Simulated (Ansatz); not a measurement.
PtRhN2:
```
CELL_PARAMETERS angstrom
      1.46092     0.84346     6.18008
     -1.46092     0.84346     6.18008
      0.00000    -1.68692     6.18008
ATOMIC_POSITIONS crystal
  Rh 0.50000 0.50000 0.50000
  Pt 0.00000 0.00000 0.00000
  N  0.89548 0.89548 0.89548
  N  0.10452 0.10452 0.10452
```

Relaxed with r²SCAN. Special points in fractions of this cell's reciprocal vectors: Γ (0.000, 0.000, 0.000); T (0.500, 0.500, 0.500); H2 (0.821, 0.179, 0.500); H0 (0.500, -0.179, 0.179); L (0.500, 0.000, 0.000); S0 (0.340, -0.340, 0.000); S2 (0.660, 0.000, 0.340); F (0.500, 0.000, 0.500).

**Question.** List the band energies nearest the Fermi level at these points for r²SCAN with spin–orbit coupling (plane waves, PAW; program Ansatz).

**Answer.** In eV from the Fermi level; about four levels below and three above (degenerate sets whole), none deeper than 8.9 eV; points with the same levels are listed once.

```
k                     below                above
--  -----------------------  -------------------
Γ   -0.99 -0.99 -0.93 -0.93  4.41 4.41 4.45 4.45
T   -2.42 -2.42 -0.59 -0.59  0.53 0.53 0.85 0.85
H2  -0.71 -0.71 -0.03 -0.03  1.64 1.64 3.54 3.54
L   -0.22 -0.22 -0.04 -0.04  2.02 2.02 2.69 2.69
S0  -1.31 -1.31 -0.79 -0.79  0.07 0.07 1.61 1.61
F   -1.16 -1.16 -0.58 -0.58  0.14 0.14 1.66 1.66
```

Space group R-3m. The start of the workflow was typed in or built on a structure type; neither database checked (COD, Materials Project) lists it. Its standing as an ambient phase is unchecked. The r²SCAN relaxation kept the symmetry of its start; its stability against distortions is not shown here. The workflow began spin-polarised and lost its moments. Its formation energy is positive at this level, so the cell may be metastable or incomplete.

Potentials: the later of the program's two PAW sets.
